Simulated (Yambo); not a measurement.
Yambo run on KHgF3 (space group Cmmm, No. 65, within 0.06 Å of Pm-3m). The wavefunctions come from this Quantum ESPRESSO step (PBEsol, PseudoDojo standard norm-conserving files, scalar-relativistic):

```
&CONTROL
  calculation = 'nscf'
  pseudo_dir = './pseudo'
  outdir = './out'
/
&SYSTEM
  ibrav = 0
  nat = 5
  ntyp = 3
  ecutwfc = 84.0
  ecutrho = 336.0
  occupations = 'fixed'
  force_symmorphic = .true.
  nbnd = 143
/
&ELECTRONS
  conv_thr = 5e-09
  diago_full_acc = .true.
  diago_thr_init = 1e-08
/
ATOMIC_SPECIES
F 18.9984 F.upf
K 39.0983 K.upf
Hg 200.5920 Hg.upf
CELL_PARAMETERS angstrom
  3.201965000000  -3.208095000000   0.000000000000
  3.201965000000   3.208095000000   0.000000000000
  0.000000000000   0.000000000000   4.524390000000
ATOMIC_POSITIONS crystal
F   0.000000000000   0.500000000000   0.000000000000
F   0.500000000000   0.000000000000   0.000000000000
F   0.500000000000   0.500000000000   0.500000000000
K   0.000000000000   0.000000000000   0.500000000000
Hg   0.500000000000   0.500000000000   0.000000000000
K_POINTS automatic
2 2 2 0 0 0
```

Yambo input:

```
rim_cut
gw0
dyson
el_el_corr
HF_and_locXC
ppa
em1d
RandQpts= 1000000
RandGvec= 1 Ry
EXXRLvcs= 84 Ry
VXCRLvcs= 336 Ry
Chimod= "HARTREE"
% BndsRnXp
 5 | 142 |
%
NGsBlkXp= 7 Ry
% LongDrXp
 1.0 | 1.0 | 1.0 |
%
PPAPntXp= 27.2114 eV
% GbndRnge
 1 | 142 |
%
GTermKind= "BG"
DysSolver= "n"
ExtendOut
% QPkrange
 1 | 1 | 25 | 26 |
 2 | 2 | 25 | 26 |
 3 | 3 | 25 | 26 |
 4 | 4 | 25 | 26 |
 5 | 5 | 25 | 26 |
 6 | 6 | 25 | 26 |
%
```

k points by index: 1 = Γ, 2 = (0, 0, -0.5), 3 = (0, -0.5, 0), 4 = (0, -0.5, -0.5), 5 = (-0.5, -0.5, 0), 6 = (-0.5, -0.5, -0.5).

The o-*.qp file then holds:

```
#    K-point    Band    Eo [eV]    E [eV]    E-Eo [eV]    Vxc [eV]    Vnlxc [eV]    Sc|Eo [eV]    Sc|E [eV]    dSc/dw|Eo [eV]    Re(Z)    Im(Z)
#
    1    25    -2.552277    -4.145646    -1.593369    -21.57346    -29.32875    5.692786    6.161921    -8.010516    0.772565    -0.001911
    1    26    0.413748    1.374527    0.960779    -13.05446    -8.814171    -3.110243    -3.279505    -4.793533    0.850224    -0.914352E-3
    2    25    -2.115006    -3.695543    -1.580537    -22.49725    -29.99096    5.474906    5.913172    -7.544491    0.782926    -0.001515
    2    26    3.071078    4.277526    1.206448    -18.20167    -14.39073    -2.348108    -2.604488    -5.782254    0.824744    -0.001253
    3    25    -2.110360    -3.669487    -1.559127    -22.47865    -29.97897    5.506788    5.941192    -7.580732    0.782111    -0.001476
    3    26    3.053219    4.254677    1.201458    -18.18191    -14.38126    -2.344431    -2.599198    -5.769824    0.825056    -0.001001
    4    25    -0.003368    -0.966395    -0.963027    -24.89378    -30.22416    4.132145    4.367349    -6.645063    0.803726    -0.001328
    4    26    4.361003    5.831172    1.470168    -18.54797    -13.85072    -2.894358    -3.227080    -6.157833    0.815461    -0.001510
    5    25    -0.012423    -0.986329    -0.973906    -24.88464    -30.22263    4.126594    4.364084    -6.634782    0.803971    -0.001207
    5    26    4.349683    5.817389    1.467706    -18.54395    -13.85484    -2.888870    -3.221405    -6.164988    0.815288    -0.749702E-3
    6    25    0.000000    -0.975616    -0.975616    -24.89781    -30.27903    4.167432    4.405604    -6.642064    0.803797    -0.001338
    6    26    5.630084    7.322011    1.691926    -19.37319    -13.76520    -3.487045    -3.916067    -6.898926    0.797739    -0.002409
```
(The two width columns are left out.) Convergence of these settings isn't established.

Spin-orbit coupling is not included.

Geometry of the Materials Project entry, not relaxed at this level.
